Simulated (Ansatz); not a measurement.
Data:

Starting cell, MoSi$_{2}$ (MoSi2 type, space group I4/mmm):

```
MoSi2
1.0
   -1.60086     1.60086     3.90929
    1.60086    -1.60086     3.90929
    1.60086     1.60086    -3.90929
Mo Si
1 2
Direct
  0.00000   0.00000   0.00000
  0.33530   0.33530   0.00000
  0.66470   0.66470   0.00000
```

In each cell atom 1 (Mo, nearest neighbour Si at 2.605 Å; its periodic images, 3.2 Å or more away, move with it) moves by s·(-0.615, -0.615, -0.494) (towards the nearest neighbour), the rest being held.

The numbers are results of r2SCAN (plane waves to 500 eV, PAW, scalar-relativistic; Ansatz, a first-principles code), not measurements. k mesh 12×12×12 (Γ-centred), Fermi-Dirac smearing 0.05 eV. E stands for the smeared free energy. Left out: 4 of 11 points, with atoms too close for the PAW data. With partly filled bands, energies and forces of such displacements shift with the k mesh and the smearing. MoSi2 is run without spin polarisation. MoSi2 was relaxed with its symmetry unable to fall. The zero of ΔE is the undisplaced structure.

The scan covers s from -0.468 to 0.468 Å in 7 points.

Is the energy the same for equal positive and negative displacements?

Even: the same for both signs. With its periodic images moving along, the atom's site symmetry in this cell is 4/mmm.

What force acts on the atom along the line at s = -0.468 Å?

7.64 eV/Å.

What is the energy change at s = 0.468 Å?

1490 meV/cell.

What is the force constant k = d²E/ds² of this move at s = 0?

11.0 eV/Å².

(A displaced cell: forces are minus the slopes of the energy, force constants its curvatures, and phonons follow from these.)
